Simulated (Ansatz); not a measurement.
input.yaml

```yaml
crystal:
  lattice:
    - [4.9867133645, 0.0, 0.0]
    - [0.0, 4.9867133645, 0.0]
    - [0.0, 0.0, 4.9867133645]
  atoms:
    - { symbol: "N", position: [-2.21095e-05, -2.21095e-05, -2.21095e-05], spin: 3.15 }
    - { symbol: "N", position: [0.5000221095, 1.0000221095, 0.4999778905], spin: 3.15 }
    - { symbol: "N", position: [0.4999778905, 0.5000221095, 1.0000221095], spin: 3.15 }
    - { symbol: "N", position: [1.0000221095, 0.4999778905, 0.5000221095], spin: 3.15 }
basis:
  ecutwfc: 420
kpoints:
  mp_grid: { grid: [6, 6, 6] }
hamiltonian:
  xc: lda
scf:
  occupations: { method: gaussian, width: 0.02 }
output:
  forces: true
  stress: true
  eigenvalues: true
  populations: true
magnetization:
  spin_polarized: true
relax:
  adjacent_minimum: "off"
  f_tol: 0.01
  max_steps: 30
```

Command:
```bash
ansatz run input.yaml --threads 1 --pin off --max-ram 2560MiB --backend cpu --events-out ev --progress --plain --runs-dir out
```

Theory: DFT LDA, scalar-relativistic, plane waves, PAW in Ansatz 0.2.0.

From the run's log, abridged (iterations and final results):

```
SCF iter   1: F=—  HF=-1471.082642 eV  |F-HF|=—  |Δ(HF+E_count)|=         —  Δρ=8.90e-3 (↑8.78e-3 ↓8.90e-3) dr2=1.34e-1  dr2_m=5.20e-2  M=12.000 μB ∫|m|=12.000 μB  β_m=0.30  ethr=6.51e-4  ⟨swp⟩=1.0  Hψ=5224  notcnv=0
spin=Collinear: Resta preconditioning applied to the charge; magnetization (m = ρ↑ − ρ↓) channel mixes plain (no charge-response kernel on spin).
SCF iter   2: F=—  HF=-1471.161635 eV  |F-HF|=—  |Δ(HF+E_count)|=   7.90e-2  Δρ=6.12e-3 (↑5.22e-3 ↓6.12e-3) dr2=4.23e-2  dr2_m=2.59e-2  M=12.000 μB ∫|m|=12.000 μB  β_m=0.30  ethr=6.51e-4  ⟨swp⟩=1.6  Hψ=1469  notcnv=0
SCF iter   3: F=—  HF=-1471.199323 eV  |F-HF|=—  |Δ(HF+E_count)|=   3.77e-2  Δρ=3.87e-3 (↑3.87e-3 ↓3.70e-3) dr2=8.43e-4  dr2_m=1.59e-2  M=12.000 μB ∫|m|=12.000 μB  β_m=0.30  ethr=2.12e-4  ⟨swp⟩=2.5  Hψ=1996  notcnv=0
SCF iter   4: F=—  HF=-1471.228944 eV  |F-HF|=—  |Δ(HF+E_count)|=   2.96e-2  Δρ=2.66e-3 (↑2.52e-3 ↓2.66e-3) dr2=2.77e-4  dr2_m=7.57e-3  M=12.000 μB ∫|m|=12.000 μB  β_m=0.30  ethr=4.21e-6  ⟨swp⟩=2.0  Hψ=1947  notcnv=0
SCF iter   5: F=—  HF=-1471.243251 eV  |F-HF|=—  |Δ(HF+E_count)|=   1.43e-2  Δρ=1.88e-3 (↑1.88e-3 ↓1.83e-3) dr2=1.86e-5  dr2_m=3.90e-3  M=12.000 μB ∫|m|=12.000 μB  β_m=0.30  ethr=1.39e-6  ⟨swp⟩=2.0  Hψ=1889  notcnv=0
SCF iter   6: F=—  HF=-1471.250117 eV  |F-HF|=—  |Δ(HF+E_count)|=   6.87e-3  Δρ=1.30e-3 (↑1.30e-3 ↓1.30e-3) dr2=8.09e-6  dr2_m=1.91e-3  M=12.000 μB ∫|m|=12.000 μB  β_m=0.30  ethr=1.25e-8  ⟨swp⟩=6.4  Hψ=5061  notcnv=0
Mixer restart at iter 6: flushing history
spin-set hold released at iteration 6 (site moments contracting): the magnetisation degrees of freedom join the quasi-Newton model from the next iteration; the mixer history was flushed
SCF iter   7: F=—  HF=-1471.253371 eV  |F-HF|=—  |Δ(HF+E_count)|=   3.25e-3  Δρ=9.31e-4 (↑9.31e-4 ↓9.22e-4) dr2=6.35e-6  dr2_m=9.72e-4  M=12.000 μB ∫|m|=12.000 μB  β_m=0.65  ethr=4.05e-8  ⟨swp⟩=2.0  Hψ=1776  notcnv=0
SCF iter   8: F=—  HF=-1471.256630 eV  |F-HF|=—  |Δ(HF+E_count)|=   3.26e-3  Δρ=3.93e-5 (↑3.93e-5 ↓1.90e-5) dr2=8.10e-7  dr2_m=8.67e-7  M=12.000 μB ∫|m|=12.000 μB  β_m=0.79  ethr=1.25e-8  ⟨swp⟩=2.8  Hψ=4666  notcnv=0
SCF iter   9: F=-1471.256631 eV  HF=-1471.256631 eV  |F-HF|=4.98e-8  |Δ(HF+E_count)|=   6.98e-7  Δρ=1.04e-5 (↑1.04e-5 ↓5.98e-6) dr2=9.68e-8  dr2_m=5.70e-8  M=12.000 μB ∫|m|=12.000 μB  β_m=0.89  ethr=4.05e-9  ⟨swp⟩=1.5  Hψ=2347  notcnv=0
SCF iter  10: F=-1471.256631 eV  HF=-1471.256631 eV  |F-HF|=2.33e-9  |Δ(HF+E_count)|=   5.61e-8  Δρ=1.99e-6 (↑1.99e-6 ↓1.08e-6) dr2=4.92e-9  dr2_m=1.98e-9  M=12.000 μB ∫|m|=12.000 μB  ethr=4.84e-10  ⟨swp⟩=1.0  Hψ=2299  notcnv=0
SCF 1 converged in 10 iterations: F = -1471.256631 eV  dr2 = 4.92e-9
relax step   1: F+E_penalty+E_count = -1471.25663101 eV  Δ(F+E_penalty+E_count) = +0.000e0 eV  max|allowed force component| = 1.435e-5 eV/Å  Δτ_max = 0.0000 Å  (10 SCF iters, dr2 threshold 2.50e-6 eV, accepted)
Initial density: handed on by an earlier stage of this run
Starting moments: Σ|m| = 12.6 μB on 4 of 4 sites; this step starts from the density that it was given
Initial wavefunctions: those handed on with the density
SCF iter   1: F=—  HF=-1471.256631 eV  |F-HF|=—  |Δ(HF+E_count)|=         —  Δρ=1.99e-6 (↑1.99e-6 ↓1.07e-6) dr2=4.92e-9  dr2_m=1.98e-9  M=12.000 μB ∫|m|=12.000 μB  β_m=0.30  ethr=2.46e-11  ⟨swp⟩=1.0  Hψ=3172  notcnv=0
spin=Collinear: Resta preconditioning applied to the charge; magnetization (m = ρ↑ − ρ↓) channel mixes plain (no charge-response kernel on spin).
SCF iter   2: F=-1471.256631 eV  HF=-1471.256631 eV  |F-HF|=1.40e-9  |Δ(HF+E_count)|=   1.13e-9  Δρ=1.44e-6 (↑1.44e-6 ↓8.10e-7) dr2=2.83e-9  dr2_m=1.01e-9  M=12.000 μB ∫|m|=12.000 μB  ethr=2.46e-11  ⟨swp⟩=2.0  Hψ=1426  notcnv=0
SCF 2 converged in 2 iterations: F = -1471.256631 eV  dr2 = 2.83e-9
relax step   2: F+E_penalty+E_count = -1471.25663101 eV  Δ(F+E_penalty+E_count) = -2.929e-10 eV  max|allowed force component| = 1.439e-5 eV/Å  Δτ_max = 0.0000 Å  (2 SCF iters, accepted)
SCF converged after 2 iterations
Magnetization: 12.0000 μB (16.0000 up, 4.0000 down)
Absolute magnetization: 12.0000 μB (∫|ρ↑−ρ↓|, with the PAW one-centre terms)
Spin contamination: 0.0120 ħ² per cell (⟨S²⟩ above its minimum at these occupations)
Per-site moments (μB) at R_I (Å): [(2.88247420, 1.45446795), (2.88247420, 1.45446795), (2.88247420, 1.45446795), (2.88247420, 1.45446795)]
Free energy (F): -1471.256631 eV
Harris-Foulkes:  -1471.256631 eV  (|F-HF|=1.40e-9)
Internal energy: -1471.256631 eV  (E = F + TS)
E sigma→0 (E₀):  -1471.256631 eV
Fermi energy:    -3.469775 eV
--- Per-component energies (eV) ---
  E_band       = -174.025275
  E_kinetic    = 471.925144
  E_local      = -1100.282897  (includes V_loc(G=0)·N_el)
  E_nonlocal   = 201.075039
  E_hartree    = 304.933701
  E_xc         = -217.425423
  E_vxc        = -277.824051  (∫ρ·V_xc dr)
  E_paw        = -469.839747  (= ΣΔE_a)
  E_vpaw       = -78.787460  (= ΣTr[D̂ρ^β])
  E_aug_tail   = 0.000311  (compensation charges beyond the density's cutoff)
  E_ewald      = -661.962935
  E_core_change = 0.320176  (= ΣΔE_core)
  E_smearing   =  0.000000  (= −TS)
--- Forces (eV/Å), atoms counted from 1 ---
  atom   1  N      0.00001439     0.00001439     0.00001439
  atom   2  N     -0.00001439    -0.00001439     0.00001439
  atom   3  N      0.00001439    -0.00001439    -0.00001439
  atom   4  N     -0.00001439     0.00001439    -0.00001439
--- Stress (GPa, compression-positive) ---
       -0.241915       0.000000       0.000000
        0.000000      -0.241915       0.000000
        0.000000       0.000000      -0.241915
  P = ⅓ Tr σ = -0.2419 GPa (-2.419 kbar)
--- Band table (eV; the first three rows and the last of 48) ---
  k-point 0 ↑: bands = ["-16.7089", "-16.1775", "-16.1775", "-16.1775", "-5.8157", "-5.8157", "-5.8157", "-4.9273", "-4.9273", "-4.9273", "-4.9273", "-4.9273", "-4.9273", "-4.4777", "-4.4777", "-4.4777", "2.5464", "6.2296", "6.2296", "6.2296", "8.4193"]
  k-point 1 ↑: bands = ["-16.6749", "-16.2148", "-16.1765", "-16.1765", "-5.7611", "-5.7611", "-5.7476", "-4.9921", "-4.9921", "-4.9447", "-4.9447", "-4.8983", "-4.8983", "-4.5980", "-4.5086", "-4.5086", "2.7872", "5.9220", "6.4057", "6.4057", "8.4239"]
  k-point 2 ↑: bands = ["-16.5810", "-16.3155", "-16.1745", "-16.1745", "-5.6089", "-5.6089", "-5.5499", "-5.1656", "-5.1656", "-4.9793", "-4.9793", "-4.8958", "-4.8175", "-4.8175", "-4.5922", "-4.5922", "3.4293", "5.1935", "6.8068", "6.8068", "8.4470"]
  k-point 23 ↓: bands = ["-11.9598", "-11.9598", "-11.9598", "-11.9598", "-2.4618", "-2.4618", "-2.4618", "-2.4618", "-0.2426", "-0.2426", "-0.2426", "-0.2426", "-0.2426", "-0.2426", "-0.2426", "-0.2426", "7.8986", "7.8986", "7.8986", "7.8986", "9.1955"]
--- Relaxed structure (2 steps of the walk, 2 accepted, 0 SCFs on fresh bases) ---
  F+E_penalty+E_count = -1471.25663101 eV   max|allowed force component| = 1.439e-5 eV/Å
  atoms:
    - { symbol: N, position: [-2.21095000e-5, -2.21095000e-5, -2.21095000e-5] }
    - { symbol: N, position: [0.5000221095, 1.0000221095, 0.49997789] }
    - { symbol: N, position: [0.49997789, 0.5000221095, 1.0000221095] }
    - { symbol: N, position: [1.0000221095, 0.49997789, 0.5000221095] }
--- Löwdin populations: 4 sites ---
  site symbol q [e]    m [muB]
     0      N      4.9960     3.0013
     1      N      4.9960     3.0013
     2      N      4.9960     3.0013
     3      N      4.9960     3.0013
  spilling = 0.000808 (of n_electrons = 20.000000)
```

The relaxation met its thresholds.

The run took 24 s on 1 thread of Arm Neoverse V1, with other jobs on the host, peak memory 0.39 GiB.